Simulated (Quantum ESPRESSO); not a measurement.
# Band energies of ZnSe

```xyz
2
Lattice="0.0000 2.7836 2.7836 2.7836 0.0000 2.7836 2.7836 2.7836 0.0000" Properties=species:S:1:pos:R:3 pbc="T T T"
Zn     0.0000     0.0000     0.0000
Se     1.3918     1.3918     1.3918
```

norm-conserving LDA (Quantum ESPRESSO, 86 Ry, without SOC); path ΓXWKΓLUWLK,UX; energies in eV from the valence-band maximum.

```
k (1/Å)  point  band 14  band 15  band 16  band 17  band 18  band 19  band 20  band 21
-------  -----  -------  -------  -------  -------  -------  -------  -------  -------
0.00         Γ    -6.44    -6.44     0.00     0.00     0.00     1.25     5.70     5.70
0.56              -6.47    -6.41    -3.04    -1.38    -1.38     3.74     4.01     8.07
1.13         X    -6.39    -6.24    -5.06    -2.40    -2.40     2.70     3.32    10.90
1.69         W    -6.48    -6.10    -5.01    -3.02    -2.95     5.35     5.69     6.94
1.83              -6.45    -6.11    -5.02    -3.21    -2.62     4.69     5.66     7.41
2.09         K    -6.42    -6.14    -5.05    -3.39    -1.97     3.39     5.60     9.06
2.39              -6.45    -6.34    -4.71    -3.13    -1.26     4.04     6.39     7.36
2.99              -6.45    -6.44    -1.71    -0.59    -0.12     2.65     5.44     5.95
3.29         Γ    -6.44    -6.44     0.00     0.00     0.00     1.25     5.70     5.70
3.51              -6.44    -6.44    -1.21    -0.14    -0.14     2.16     5.64     5.93
4.16              -6.42    -6.38    -5.42    -0.93    -0.93     2.47     6.31     6.31
4.27         L    -6.42    -6.26    -5.64    -0.95    -0.95     2.45     6.29     6.29
4.66              -6.43    -6.21    -5.27    -2.69    -1.47     3.77     5.86     7.66
4.96         U    -6.42    -6.14    -5.05    -3.39    -1.97     3.39     5.60     9.06
5.26              -6.46    -6.11    -5.02    -3.16    -2.73     4.94     5.66     7.22
5.36         W    -6.48    -6.10    -5.01    -3.02    -2.95     5.35     5.69     6.94
5.76              -6.43    -6.21    -5.26    -2.64    -1.62     4.24     5.37     7.44
6.15         L    -6.42    -6.26    -5.64    -0.95    -0.95     2.45     6.29     6.29
6.33              -6.42    -6.25    -5.56    -1.47    -1.07     2.99     5.92     6.58
6.76              -6.42    -6.15    -5.05    -3.39    -1.85     3.51     5.98     8.57
6.85         K    -6.42    -6.14    -5.05    -3.39    -1.97     3.39     5.60     9.06
6.85         U    -6.42    -6.14    -5.05    -3.39    -1.97     3.39     5.60     9.06
7.24         X    -6.39    -6.24    -5.06    -2.40    -2.40     2.70     3.32    10.90
```

The LDA gap is direct, 1.25 eV at Γ.

Spin-orbit splittings are left out.

Geometry relaxed with LDA.
